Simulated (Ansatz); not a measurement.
## Ionic part of the dielectric constant of MgZn$_{5}$S$_{6}$, mode by mode

Level of theory: Ansatz, DFT PBE, scalar-relativistic, plane waves, PAW. Settings: 420 eV plane-wave cutoff, Γ-centred 6×6×4 mesh, fixed occupations. No spin polarisation. Phonons by linear response, acoustic sum rule imposed.

Space group P31m (No. 157), trigonal, a = 6.719 Å, c = 6.342 Å. Around Mg lie 4 S at 2.45–2.47 Å; Zn on a site of symmetry m has 4 S at 2.36–2.37 Å; around Zn on a site of symmetry 3 lie 4 S at 2.35–2.37 Å; S on a site of symmetry m is surrounded by 3 Zn at 2.35–2.36 Å and 1 Mg at 2.45 Å; S on a site of symmetry 3 has 4 Zn at 2.37 Å; around S on a site of symmetry 3m lie 3 Zn at 2.37 Å and 1 Mg at 2.47 Å.

It was reached by relaxing an invented guess, and it needn't be the stable form of this composition.

The primitive cell has V = 247.96 Å³ and ε∞,xx = 5.491. Each polar mode adds Δε = (4.92064×10⁷/V)·S/ν² along x, with S its oscillator strength in e²/amu, ν in cm⁻¹ and V in Å³.

**Question.** From these modes, find each Δε and ε0,xx.
```csv
ν (cm⁻¹),S_xx (e²/amu)
123.39,0.00242
198.71,0.01669
255.06,0.6261
277.85,0.1185
289.26,0.1467
292.93,0.0107
307.53,0.08022
344.89,0.1745
```

**Answer.**
```tsv
ν (cm⁻¹)	Δε
123.39	0.03
198.71	0.08
255.06	1.91
277.85	0.30
289.26	0.35
292.93	0.02
307.53	0.17
344.89	0.29
```

The sum is 3.15, so ε0,xx = 8.64; the run's tensor has 8.66.

**Question.** Where do the longitudinal modes lie for a wave vector along x?

**Answer.** At 123.59, 199.38, 270.32, 283.16, 292.69, 301.48, 321.21, 366.67 cm⁻¹. The Lyddane–Sachs–Teller product Π(ν_LO/ν_TO)² = 1.58 agrees with ε0/ε∞ = 1.58.
